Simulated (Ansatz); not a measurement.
GdSF with scf.eigensolver.kind, basis.precision, kpoints.mp_grid.shift changed

Level of theory: PBEsol+U (Gd 3 eV), collinear spin, scalar-relativistic; Ansatz, plane waves to 420 eV (PAW set soft_2), k-mesh 2×2×2. These are the settings of the reference run.

Cell:

```
cell
1.0
    -7.5879    0.0000    0.0000
     0.0000   -7.5879    0.0000
     3.7939    3.7939    6.8186
Gd S F
8 8 8
Direct
  0.3646 0.1146 0.2292
  0.3646 0.6146 0.2292
  0.8646 0.1146 0.2292
  0.8646 0.6146 0.2292
  0.8854 0.6354 0.7708
  0.8854 0.1354 0.7708
  0.3854 0.6354 0.7708
  0.3854 0.1354 0.7708
  0.5720 0.3220 0.6440
  0.5720 0.8220 0.6440
  0.0720 0.3220 0.6440
  0.0720 0.8220 0.6440
  0.6780 0.4280 0.3560
  0.6780 0.9280 0.3560
  0.1780 0.4280 0.3560
  0.1780 0.9280 0.3560
  0.0000 0.5000 0.0000
  0.0000 0.0000 0.0000
  0.5000 0.5000 0.0000
  0.5000 0.0000 0.0000
  0.2500 0.2500 0.0000
  0.2500 0.7500 0.0000
  0.7500 0.2500 0.0000
  0.7500 0.7500 0.0000
```

The reference run of this cell is solved again as a single point with these keys changed:

| key | reference run | changed run |
| --- | --- | --- |
| scf.eigensolver.kind | not typed | davidson |
| basis.precision | not typed | f64 |
| kpoints.mp_grid.shift | [0.0, 0.0, 0.0] | [0.5, 0.5, 0.5] |

**Question.** Does this change matter?

**Answer.** 

| quantity | reference run | changed run |
| --- | --- | --- |
| energy, changed less reference (meV an atom) | 0 | -2.8 |
| pressure (GPa) | 0.0 | 0.0 |
| largest force (eV/Å) | 0.01 | 0.00 |
| gap on the mesh (eV) | 0.83 | 2.06 |
| moment of the cell (μB) | 56.00 | 56.00 |

The energy moves by 2.8 meV an atom (0.07 eV for the cell); most telling is the gap on the mesh, from 0.83 to 2.06. It took 15 iterations. A gap taken on a mesh is an upper bound, since the band edges can lie between its points.

Caveats: the reference run: open f or d shells may hold a state above the lowest; a single point, atoms not relaxed again; semilocal functionals make gaps too small and can close them.
